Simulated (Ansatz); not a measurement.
ReC (zinc blende, F-43m) at seven volumes, the program Ansatz at the PBE level (PAW), scaled uniformly. One row is withheld.

| V (Å³/atom) | P (GPa) |
|---|---|
| 11.342 | 32.37 |
| 11.716 | 19.84 |
| 12.090 | 9.14 |
| 12.464 | 0.00 |
| 12.838 | -7.80 |
| 13.212 | -14.46 |
| 13.586 | ? |

**Question.** Fit the shown pressures and predict the withheld one.

**Answer.** Third-order Birch–Murnaghan: P = (3/2)B₀(x^(7/2) − x^(5/2))[1 + (3/4)(B′ − 4)(x − 1)] with x = (V₀/V)^(2/3). Least squares on the six rows gives V₀ = 12.464 Å³/atom, B₀ = 280.9 GPa, B′ = 4.23. At V = 13.586, x = 0.9442 and P = -20.18 GPa. The run itself gave -20.14 GPa.

The start of the workflow was typed in or built on a structure type; neither database checked (COD, Materials Project) lists it. Its standing as an ambient phase is unchecked. The PBE relaxation kept the symmetry of its start; whether a distortion lowers the energy is not shown. No spin polarisation was allowed. Its formation energy is positive at this level, so the cell may be metastable or incomplete. Scalar-relativistic: spin–orbit coupling is off unless named, which matters more the heavier the elements.

Potentials: the earlier of the program's two PAW sets.
